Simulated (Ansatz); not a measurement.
## Tl2Au: computed property card

Tl₂Au:
Space group I4/mcm (No. 140); a = 7.3390 Å, b = 7.3390 Å, c = 5.6970 Å, α = 90.00°, β = 90.00°, γ = 90.00°

```csv
atom,site,symmetry,x,y,z
Tl,8h,m.2m,0.1542,0.3458,0.0000
Au,4a,422,0.0000,0.0000,0.2500
```
(The calculation used a cell of 6 atoms; values per cell refer to that cell.)

Space group I4/mcm (No. 140); conventional cell a = 7.3390 Å, b = 7.3390 Å, c = 5.6970 Å, α = 90.00°, β = 90.00°, γ = 90.00°.

Method: r²SCAN in the plane-wave PAW code Ansatz. The cell and atoms are relaxed at this level. Other levels are named where they apply.

**Cell and energy**

```json
{
 "volume_per_atom": "25.57 Å³",
 "density": "13.11 g/cm³",
 "Formation energy from the elements (no fitted shifts)": "-0.039 eV/atom"
}
```

**Electronic structure**

```json
{
 "electronic_character": "metallic (no gap)",
 "Density of states at the Fermi level": "0.34 states/eV per atom (mean over ±0.08 eV)"
}
```

The first step of the workflow began from a Materials Project structure, measured or hypothetical; the Crystallography Open Database files this formula in space group No. 140, but the cells were not matched. Whether it is the stable phase at ambient conditions was not checked. The cell was relaxed with r²SCAN under the symmetry of its start; its stability against distortions is not shown here. Axis ratios of metals converge slowly with the k-mesh, so a and c are less sure than the volume. The references are the lowest solids computed at this level, not always the standard phases. Spin–orbit coupling is left out wherever it is not named.

Potentials: the later of the program's two PAW sets.
